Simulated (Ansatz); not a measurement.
# Sensitivity of the gradients in SnO2 with Ta replacing Sn to the input

Cell: a supercell of SnO2 (rutile type, P4_2/mnm) built from a Materials Project structure (computed, not necessarily an observed phase), with all atoms left at the host's positions.

```xyz
36
Lattice="4.7648 4.7648 0.0000 -4.7648 4.7648 0.0000 0.0000 0.0000 9.6225" Properties=species:S:1:pos:R:3 pbc="T T T"
Ta    2.3824    2.3824    1.6037
Sn    2.3824    2.3824    4.8112
Sn    2.3824    2.3824    8.0187
Sn   -2.3824    2.3824    1.6037
Sn   -2.3824    2.3824    4.8112
Sn   -2.3824    2.3824    8.0187
Sn    0.0000    0.0000    0.0000
Sn    0.0000    0.0000    3.2075
Sn    0.0000    0.0000    6.4150
Sn    0.0000    4.7648    0.0000
Sn    0.0000    4.7648    3.2075
Sn    0.0000    4.7648    6.4150
O     0.9245    3.8403    1.6037
O     0.9245    3.8403    4.8112
O     0.9245    3.8403    8.0187
O    -3.8403    3.8403    1.6037
O    -3.8403    3.8403    4.8112
O    -3.8403    3.8403    8.0187
O    -0.9245    5.6893    1.6037
O    -0.9245    5.6893    4.8112
O    -0.9245    5.6893    8.0187
O    -0.9245    0.9245    1.6037
O    -0.9245    0.9245    4.8112
O    -0.9245    0.9245    8.0187
O     1.4579    1.4579    0.0000
O     1.4579    1.4579    3.2075
O     1.4579    1.4579    6.4150
O     1.4579    6.2227    0.0000
O     1.4579    6.2227    3.2075
O     1.4579    6.2227    6.4150
O     3.3069    3.3069    0.0000
O     3.3069    3.3069    3.2075
O     3.3069    3.3069    6.4150
O    -1.4579    3.3069    0.0000
O    -1.4579    3.3069    3.2075
O    -1.4579    3.3069    6.4150
```

Sites (sets of like atoms) are named by element and the number of their first atom in this list.

Reference run. Computed with Ansatz: DFT, PBE, plane waves and PAW, scalar-relativistic, 420 eV cutoff, Γ-centred 3×3×2 k-points, Fermi–Dirac smearing 0.01 eV, cell charge +1.

(1) The input is changed as follows: `hamiltonian.hubbard`: not typed → {sites: [{species: Ta, l: d, u_eff: 5.0}], double_counting: fll}. What happens to V_zz (10²¹ V/m²) and η?

Answers

(1) 

```
site  atom  V_zz reference  η reference  V_zz changed  η changed
  Ta     1            21.7         0.37          22.2       0.42
 Sn2     2            5.37         0.02          5.75       0.12
 Sn4     4            4.94         0.99         -4.96       0.98
 Sn5     5            5.51         0.63          5.53       0.62
 Sn7     7           -6.88         0.05         -6.75       0.11
Sn10    10            6.22         0.12          6.10       0.11
Sn12    12            6.23         0.25          6.25       0.26
 O13    13           -7.26         0.22         -7.91       0.12
 O14    14          -11.22         0.18        -11.19       0.16
 O16    16          -10.58         0.11        -10.47       0.11
 O25    25           -6.84         0.64         -7.47       0.45
 O28    28          -10.79         0.21        -10.77       0.20
```

The largest change of V_zz along a kept axis is on O13, from -7.26 to -7.91. In per cent, |V_zz| changes by +2 on Ta, -2 to +7 on Sn, -1 to +9 on O (all sites that start above 0.5, bar those whose gradient vanishes or changes sign or whose main axis turns by over 40°). Where |V_zz| stays above 0.1 and the axes keep their order, η moves most on O25, from 0.64 to 0.45. On Sn4 the largest principal value lies along another axis in the second run, so the two V_zz can't be compared directly. The table leaves out 4 of the 16 sites, with |V_zz| up to 11.09; their tensors move by 0.03 at most along any direction. The statements above cover all sites. SCF iterations: 9 and 11.

On the reference run: The defect repeats with the cell of 36 atoms, so it feels its images: sites between two images don't show the values beside a lone defect, and zeros or small values of η there can come from the images' arrangement. O and Sn carry a gradient in the pure host already, so the values there aren't the defect's effect alone. A uniform background compensates the cell's charge. Without spin–orbit coupling the gradients at and beside Ta can be off by some per cent, at some sites by more. With these PAW files V_zz is typically within 2 to 3 % of all-electron values, but misses above 10 % occur on Ta. The cell keeps the host's lattice, where the PBE pressure is 6 GPa (in a charged cell this depends on the convention for the mean potential). The neighbours have not yet relaxed around the defect (largest force 2.1 eV/Å), so a real crystal will differ.
